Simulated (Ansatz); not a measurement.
# Energy landscape of TaO$_{2}$

8 relaxations of TaO2 ended in 6 distinct structures. Method: PBEsol-D3(BJ) (plane waves to 420 eV, PAW, scalar-relativistic; Ansatz, a first-principles code).

```tsv
#	space group	Pearson	type	E − E(lowest) (eV/atom)	V (Å³/atom)	coordination	runs ending here
1	R-3m	hR3	–	0.00	11.84	–	1
2	P6₃mc	hP6	–	0.01	12.02	–	1
3	P-3m1	hP3	CdI2 type	0.01	12.03	Ta 6 (octahedral), O 3 (trigonal pyramidal)	3
4	P-3m1	hP6	–	0.01	12.49	–	1
5	P6₃/mmc	hP6	–	0.03	13.05	–	1
6	R-3m	hR3	–	0.03	13.11	–	1
```

Coordination numbers (neighbours up to the widest gap in distance over summed covalent radii, below 1.35; n+m marks a second, longer set; metal–metal contacts left out). All are gapless at this level. R-3m, hR3 is the lowest among the structures calculated here, level within the accuracy with P6₃mc, hP6; P-3m1, hP3, CdI2 type.

```cif
data_O6Ta3
_chemical_formula_sum 'O6 Ta3'
_space_group_name_H-M_alt 'R-3m :H'
_space_group_IT_number 166
_space_group_name_Hall '-R 3 2"'
_cell_length_a 3.00760
_cell_length_b 3.00760
_cell_length_c 13.60137
_cell_angle_alpha 90.000
_cell_angle_beta 90.000
_cell_angle_gamma 120.000
loop_
_atom_site_label
_atom_site_type_symbol
_atom_site_symmetry_multiplicity
_atom_site_Wyckoff_symbol
_atom_site_fract_x
_atom_site_fract_y
_atom_site_fract_z
_atom_site_occupancy
O1 O 6 c 0.00000 0.00000 0.24821 1
Ta1 Ta 3 b 0.00000 0.00000 0.50000 1
```
(The calculation used a cell of 3 atoms; values per cell refer to that cell.)

Each run could gain symmetry but not lose that of its start, so entries can be saddle points. All of these are generated cells (placed on structure types, drawn at random, substituted or restacked) that were not matched to a known phase here. The real structure of this composition may not be among these, and whether this composition forms is not checked here. Energies are at zero temperature and pressure, without zero-point motion. Each cell has its own k-point mesh; energy differences are given only to the digits this allows. No spin polarisation in the result. The d or f electrons are treated with no Hubbard U.
